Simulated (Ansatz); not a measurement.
ZnS:
```xyz
4
Lattice="3.5902 0.0000 0.0000 -1.7951 3.1092 0.0000 0.0000 0.0000 5.8800" Properties=species:S:1:pos:R:3 pbc="T T T"
Zn     0.0000     0.0000     0.0000
Zn     0.0000     0.0000     2.9400
S      0.0000     2.0728     1.4700
S      1.7951     1.0364     4.4100
```

Relaxed with r²SCAN. Independent-particle spectrum: no excitons, no local fields, no scissors shift; 0.1 eV broadening; ε₁ of the summed bands alone.

### Question
Tabulate the dielectric function from DFT-r²SCAN in the program Ansatz with PAW potentials.

### Answer


```csv
E (eV),ε₁ xx,ε₂ xx,ε₁ zz,ε₂ zz
0.0,8.66,0.00,9.39,0.00
0.4,8.71,0.00,9.46,0.00
0.8,8.89,0.00,9.66,0.00
1.2,9.21,0.00,10.04,0.00
1.6,9.74,0.00,10.66,0.00
2.0,10.65,0.00,11.69,0.00
2.4,12.61,0.01,13.61,0.00
2.8,16.88,4.86,19.37,1.48
3.2,9.83,8.47,17.32,17.72
3.6,10.21,6.06,9.77,13.36
4.0,9.62,8.92,5.19,13.69
4.4,9.64,8.20,5.22,10.04
4.8,9.73,11.54,3.37,13.60
5.2,6.20,16.64,-0.51,7.90
5.6,-0.34,8.83,3.15,5.70
6.0,3.25,7.92,5.27,6.83
6.4,2.84,14.40,5.06,12.82
6.8,-1.47,7.74,0.01,11.47
7.2,1.33,7.88,-1.84,11.11
7.6,-0.79,9.58,-2.10,8.36
8.0,-2.71,7.80,-3.40,7.40
8.4,-3.12,6.33,-3.71,5.88
8.8,-3.11,5.51,-3.09,4.60
9.2,-2.80,4.53,-2.80,4.42
9.6,-2.86,3.98,-2.79,3.29
10.0,-2.64,3.26,-2.36,3.26
10.4,-2.40,2.81,-2.08,2.91
10.8,-2.19,2.59,-2.02,2.88
11.2,-2.23,2.08,-2.37,2.33
11.6,-1.84,1.73,-2.03,1.71
12.0,-1.53,1.59,-1.63,1.54
```

### Question
From ε at 2.9 eV (xx: 16.17 + 8.02i), find n, k, the normal reflectivity and the absorption coefficient.

### Answer
n = 4.14, k = 0.969, R = 39 %, α = 2kE/ħc = 280000 cm⁻¹.

With all bands, ε∞ without local fields is 8.76 (xx = yy), 9.50 (zz).

Space group P6_3/mmc (NiAs type). The start of the workflow was typed in or built on a structure type; neither database checked (COD, Materials Project) lists it. It is not the phase usual at ambient conditions (space group No. 186, 216). The cell was relaxed with r²SCAN under the symmetry of its start; whether a distortion lowers the energy is not shown.

Potentials: the earlier of the program's two PAW sets.
